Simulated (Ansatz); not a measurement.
Computed with Ansatz, DFT PBE, scalar-relativistic, plane waves, PAW. Settings: cutoff 420 eV, Γ-centred meshes spaced at most about 0.3 Å⁻¹, and about 0.25 Å⁻¹ or finer for metals (2π included), Gaussian smearing. No spin polarisation in the final relaxations.

Temperature and zero-point effects are left out. All come from trial cells, and lower structures may exist.

Question: Which of these relaxed structures of Si4Cl is the lowest in energy?
A.

```
CELL_PARAMETERS angstrom
5.77021 0.00000 0.00000
1.60160 5.70914 0.00000
1.20080 1.37460 7.20293
ATOMIC_POSITIONS crystal
Si 0.73739 0.50068 0.31539
Si 0.00486 0.23480 0.81386
Si 0.26261 0.49932 0.68461
Si 0.99514 0.76520 0.18614
Si 0.67931 0.40784 0.63497
Si 0.32069 0.59216 0.36503
Si 0.05347 0.81069 0.85556
Si 0.94653 0.18931 0.14444
Cl 0.68338 0.83063 0.81245
Cl 0.31662 0.16937 0.18755
```

B.

```
CELL_PARAMETERS angstrom
4.16906 0.00000 0.00000
-2.08453 3.61051 0.00000
0.00000 0.00000 7.44075
ATOMIC_POSITIONS crystal
Si 0.33333 0.66667 0.00000
Si 0.66667 0.33333 0.00000
Si 0.00000 0.00000 0.82441
Si 0.00000 0.00000 0.17559
Cl 0.00000 0.00000 0.50000
```

C.

```
CELL_PARAMETERS angstrom
3.74788 -4.89066 0.00000
3.74788 4.89066 0.00000
0.00000 0.00000 3.31190
ATOMIC_POSITIONS crystal
Si 0.32089 0.32089 0.00000
Si 0.36402 0.63598 0.50000
Si 0.63598 0.36402 0.50000
Si 0.67911 0.67911 0.00000
Cl 0.00000 0.00000 0.00000
```

D.

```
CELL_PARAMETERS angstrom
-2.35531 2.35531 5.15605
2.35531 -2.35531 5.15605
2.35531 2.35531 -5.15605
ATOMIC_POSITIONS crystal
Si 0.37619 0.37619 0.00000
Si 0.62381 0.62381 0.00000
Si 0.50000 0.00000 0.50000
Si 0.00000 0.50000 0.50000
Cl 0.00000 0.00000 0.00000
```

Answer: A. It has space group P-1 (No. 2); the next, B, with space group P6/mmm (No. 191), lies 0.32 eV/atom higher. Counting Si atoms around Cl (those within 1.25 times the shortest such distance or 1.15 times the sum of covalent radii), the lowest has Cl 1 and the next has Cl 2. The lowest holds Si–Si bonds in all directions (shortest 2.30 Å); the next holds Si–Si nets (shortest 2.41 Å). Even the lowest lies +0.07 eV/atom against the elements.

Weakly bound directions are ill-defined at this level, which has no dispersion term (Cmmm, I4/mmm), and this can change margins and order among such cells. A magnetic state wasn't ruled out in cells without spin, among them P6/mmm, Cmmm, I4/mmm. Cells relaxed within their symmetry can be saddle points. The P-1 cell of Si4Cl came from shaking the I4/mmm one. Some structure types and database cells were kept out of the candidates from the start, so a known form may be missing.
